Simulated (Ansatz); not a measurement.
## An elastic constant from a strain scan in Si

These are results of DFT LDA, scalar-relativistic, plane waves, PAW (Ansatz), not measurements. Cutoff 420 eV, Γ-centred 10×10×10 k-points, Gaussian smearing of 0.03 eV. No spin polarisation. Energies are free energies at this smearing, counted from the undisturbed cell; pressure is positive in compression.

Reference structure (relaxed at this level; this form isn't the usual structure):

```xyz
4
Lattice="-3.3013 3.3013 1.9084 3.3013 -3.3013 1.9084 3.3013 3.3013 -1.9084" Properties=species:S:1:pos:R:3 pbc="T T T"
Si    1.1808    1.1808    0.0000
Si    2.1205    2.1205    1.9084
Si    2.1205   -2.1205    1.9084
Si   -2.1205    2.1205    1.9084
```

The cell is strained by ε times the Voigt pattern (1, -1, 0, 0, 0, 0) (xx, yy, zz, yz, xz, xy; engineering shear) with fractional coordinates fixed. The cell holds 4 atoms in V0 = 83.19 Å³. The stress column is τ = (1/V0) dE/dε, got from the stress tensor σ (compression positive) at each point as −det(1 + εP) σ : P(1 + εP)⁻¹, with P the pattern as a tensor.

| ε | ΔE (meV/atom) | τ (GPa) |
| --- | --- | --- |
| -0.0175 | 7.666 | -6.763 |
| -0.0150 | 5.629 | -5.790 |
| -0.0125 | 3.907 | -4.820 |
| -0.0100 | 2.500 | -3.853 |
| -0.0075 | 1.406 | -2.888 |
| -0.0050 | 0.625 | -1.925 |
| 0.0000 | 0.000 | 0.000 |
| 0.0050 | 0.625 | 1.925 |
| 0.0075 | 1.406 | 2.888 |
| 0.0100 | 2.500 | 3.853 |
| 0.0125 | 3.907 | 4.820 |
| 0.0150 | 5.629 | 5.790 |
| 0.0175 | 7.666 | 6.763 |
| 0.0200 | ? | ? |

Question: Which combination of elastic constants does this scan measure, and how large is it?

Answer: For small ε, τ = τ0 + Kε with K = pᵀCp, which for this pattern is C11 + C22 − 2 C12 in the Cartesian frame shown. The parabola through τ at ε = -0.0050, 0 and 0.0050 has slope K = 385 GPa at zero. The energies per cell, E = NΔE, of the same two points give K = 2[E(ε₊)/ε₊ − E(ε₋)/ε₋]/[(ε₊ − ε₋)V0] = 385 GPa, in agreement. These are clamped-ion values.

Question: Predict the withheld row at ε = 0.0200 from the harmonic law, and compare.

Answer: ΔE = V0(τ0 ε + Kε²/2)/N = 9.993 meV/atom and τ = 7.70 GPa. The calculation gives 10.018 meV/atom and 7.74 GPa, a miss of 0.3 % of the harmonic energy, so the harmonic law still holds here.

Forces appear on the atoms along this scan, and letting them relax would lower the energy and soften the response.